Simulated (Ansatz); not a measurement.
SnS:
```
CELL_PARAMETERS angstrom
      2.01958    -5.65539     0.00000
      2.01958     5.65539     0.00000
      0.00000     0.00000     4.03929
ATOMIC_POSITIONS crystal
  Sn 0.87655 0.12345 0.25000
  Sn 0.12345 0.87655 0.75000
  S  0.64769 0.35231 0.25000
  S  0.35231 0.64769 0.75000
```

Relaxed with PBEsol. Special points in fractions of this cell's reciprocal vectors: Γ (0.000, 0.000, 0.000); Y (-0.500, 0.500, 0.000); C0 (-0.282, 0.718, 0.000); Σ0 (0.282, 0.282, 0.000); Z (0.000, 0.000, 0.500); A0 (0.282, 0.282, 0.500); E0 (-0.282, 0.718, 0.500); T (-0.500, 0.500, 0.500); S (0.000, 0.500, 0.000); R (0.000, 0.500, 0.500).

**Question.** List the band energies nearest the Fermi level at these points for PBEsol in the plane-wave PAW code Ansatz.

**Answer.** In eV from the Fermi level; about four levels below and three above (degenerate sets whole), none deeper than 8.9 eV; points with the same levels are listed once.

```json
[
 {"k": "Γ", "below": "-3.77 -2.90 -2.34 -0.93", "above": "3.16 3.84 3.98"},
 {"k": "Y", "below": "-2.89 -2.37 -2.35 -0.94", "above": "0.03 3.29 3.48"},
 {"k": "C0", "below": "-2.37 -2.36 -1.59 -0.02", "above": "0.85 0.98 1.80"},
 {"k": "Z", "below": "-2.38 -2.38 -0.53 -0.53", "above": "0.75 0.75 1.57 1.57"},
 {"k": "A0", "below": "-3.88 -3.88 -2.29 -2.29", "above": "2.26 2.26 4.48 4.48"},
 {"k": "T", "below": "-2.29 -2.29 -1.33 -1.33", "above": "1.76 1.76 2.16 2.16"},
 {"k": "S", "below": "-2.52 -2.30 -1.05 -0.23", "above": "1.07 1.16 1.22"},
 {"k": "R", "below": "-4.53 -4.53 -2.23 -2.23", "above": "2.27 2.27 4.60 4.60"}
]
```

Space group Cmcm. The workflow started from an entry of the Crystallography Open Database (COD, 905 K), which files this formula under 3 space groups. It is not the phase usual at ambient conditions (space group No. 62). Symmetry was held in the PBEsol relaxation; whether a distortion lowers the energy is not shown. The Fermi level of a semimetal is unsure by some 0.05 eV on such meshes. Scalar-relativistic: spin–orbit coupling is off unless named, which matters more the heavier the elements.

Potentials: the later of the program's two PAW sets.
